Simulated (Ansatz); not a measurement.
BeS in space group P6_422 (No. 181; Be on 3c, S on 3d), PBEsol in the plane-wave PAW code Ansatz. The conduction-band minimum lies on the M–K line, 9 % of the way from M, with 6 equivalent valleys. Second derivatives d²E/dk² of the lowest band at one valley (eV·Å²), along Cartesian directions:

| direction | d²E/dk² |
|---|---|
| [100] | 19.29 |
| [010] | 13.56 |
| [001] | 26.71 |
| [110] | 16.49 |
| [101] | 23.10 |
| [011] | 20.11 |

Question: Find the principal effective masses, the density-of-states mass and the conductivity mass.

Answer: Off-diagonal terms follow from H_xy = H[110] − (H_xx + H_yy)/2, and m*/mₑ = 7.620 eV·Å² over each eigenvalue: 0.29, 0.40, 0.56. One valley's DOS mass (m₁m₂m₃)^(1/3) = 0.40, conductivity mass 3/(Σ 1/mᵢ) = 0.38 mₑ.

Question: What effective density of states Nc follows at 300 K for parabolic valleys?

Answer: Nc = 2.509e19 × 6 × (0.40)^(3/2) ≈ 3.8e19 cm⁻³.

Question: With the computed static dielectric constant 11.2 (mean of the diagonal), estimate a hydrogenic donor's binding energy and radius.

Answer: E = 13.606 eV × 0.38/11.2² ≈ 41 meV; a = 0.529 Å × ε/m* ≈ 16 Å. Semilocal masses tend to be too small when the gap is underestimated.

The start of the workflow was typed in or built on a structure type; neither database checked (COD, Materials Project) lists it. COD files the formula under space group No. 216. Its standing as an ambient phase is unchecked. Symmetry was held in the PBEsol relaxation; whether a distortion lowers the energy is not shown.

Potentials: the earlier of the program's two PAW sets. The files were generated under PBE; for other functionals the program regenerates the frozen cores, and for LDA and PBEsol the local potential too.
